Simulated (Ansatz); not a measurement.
A trial structure of Si3Br2 was built thus: ordered vacancies on the cation sites of cuprite (R-3m, No. 166) (occupants of the shared sites, in ratio, Si: 3, vacant: 1). Lengths were set from tabulated atomic sizes, so they are only a guess.

```
Si Br
1.0
     3.64321    2.10341    2.97467
    -3.64321    2.10341    2.97467
     0.00000   -4.20681    2.97467
Si Br
3 2
Cartesian
  -1.8216 1.0517 1.4873
  1.8216 1.0517 1.4873
  0.0000 -2.1034 1.4873
  0.0000 0.0000 6.6930
  0.0000 0.0000 2.2310
```

Theory: DFT PBE, scalar-relativistic, plane waves, PAW in Ansatz. Cutoff 420 eV, Gaussian smearing, Γ-centred meshes. Cell and atoms relax first on a coarse mesh and then on a finer one. In between, the cell is made exact in the group found at 0.06 Å. In metals the finer mesh still leaves noise of several meV/atom or more. The steps can't lower the symmetry of their start. No spin polarisation.

A guess keeps its type if space group and coordination stay and the shape of the cell changes little (axis ratios within about 15 %, angles within 6°); the volume may change.

Question: Will the relaxed cell still be of the starting type?

Answer: It doesn't keep its type. The symmetry stays R-3m (No. 166). The volume per atom shrinks by 2.7 %, from 27.4 to 26.6 Å³. The shortest distance goes from 2.23 Å (Si–Br) to 2.53 Å (Si–Br). The ratio c/a of the conventional cell changes by a factor of 0.62. Counting neighbours within 15 % of an atom's shortest distance, the start has Br 3, Si 2 and the end Br 3, Si 2. In detail, at the end around Si lie 2 Br at 2.53 Å; Br is surrounded by 3 Si at 2.53 Å.

```cif
data_structure
_symmetry_space_group_name_H-M 'R-3m:H'
_symmetry_Int_Tables_number 166
_cell_length_a 8.4835
_cell_length_b 8.4835
_cell_length_c 6.4077
_cell_angle_alpha 90.000
_cell_angle_beta 90.000
_cell_angle_gamma 120.000
_cell_volume 399.37
loop_
_atom_site_label
_atom_site_type_symbol
_atom_site_symmetry_multiplicity
_atom_site_Wyckoff_symbol
_atom_site_fract_x
_atom_site_fract_y
_atom_site_fract_z
_atom_site_occupancy
Si1 Si 9 d 0.83333 0.16667 0.16667 1
Br1 Br 6 c 0.00000 0.00000 0.73306 1
```

The last run used a 12×12×12 mesh for its 5-atom cell and Gaussian smearing of 0.10 eV. A structure relaxed within its symmetry needn't be a true minimum.
